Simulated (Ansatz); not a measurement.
Relaxing a structure of P

The start is a relaxed P cell displaced along its unstable phonon at q = (½, 0, ½) of its primitive reciprocal cell (218i cm⁻¹), largest move 0.15 Å. A full variable-cell relaxation at zero pressure is run with PBEsol (plane waves to 420 eV, PAW, scalar-relativistic; Ansatz, a program for electronic structure). The first steps use a coarse 13×13×13 k-mesh.

Input geometry:
```
P
1.0
    8.76138     0.00000     0.00000
   -2.19034     3.79379     0.00000
    4.38069     0.00000     2.49163
P
6
Cartesian
  0.00000   0.00000  -0.15000
  4.38069   0.00000   0.15000
  8.73197   2.51221   1.24582
  4.41010   2.54617   1.24582
  2.16094   1.24762   1.24582
  6.60044   1.28157   1.24582
```

Task: What is the largest force in the starting geometry, and on which atom (counted from 1)?

Result: 0.24 eV/Å, on P1, P2 (atoms numbered as listed).

Task: By how much does the energy per atom fall from start to end?

Result: 0.10 eV/atom.

Task: How does the volume per atom move from start to end?

Result: +17.0 %, from 13.80 to 16.14 Å³/atom.

Task: Is the parent structure recovered?

Result: It does not go back: it reaches Immm (No. 71), 0.10 eV/atom below the parent.

Task: Is the relaxed structure metallic? Give its gap.

Result: Zero (metallic).

Task: Give the final cell and atomic positions.

Result: 
```cif
data_P12
_chemical_formula_sum 'P12'
_space_group_name_H-M_alt 'Immm'
_space_group_IT_number 71
_space_group_name_Hall '-I 2 2'
_cell_length_a 4.88965
_cell_length_b 5.02753
_cell_length_c 7.88006
_cell_angle_alpha 90.000
_cell_angle_beta 90.000
_cell_angle_gamma 90.000
loop_
_atom_site_label
_atom_site_type_symbol
_atom_site_symmetry_multiplicity
_atom_site_Wyckoff_symbol
_atom_site_fract_x
_atom_site_fract_y
_atom_site_fract_z
_atom_site_occupancy
P1 P 4 g 0.00000 0.20826 0.00000 1
P2 P 4 i 0.00000 0.00000 0.35355 1
P3 P 4 j 0.00000 0.50000 0.22296 1
```
(The calculation used a cell of 6 atoms; values per cell refer to that cell.)

Final values are on a 13×13×13 k-mesh of the relaxed cell. No spin polarisation in the result.

The run could not lose the symmetry of its start: the end is stationary, and may be a saddle point rather than a minimum.

The relaxed structure here is a generated cell of P: the first start was made by placing the elements on the sites of a structure type, and the end was not matched to a known phase here, so it may be hypothetical. Known forms of P include space group No. 64.
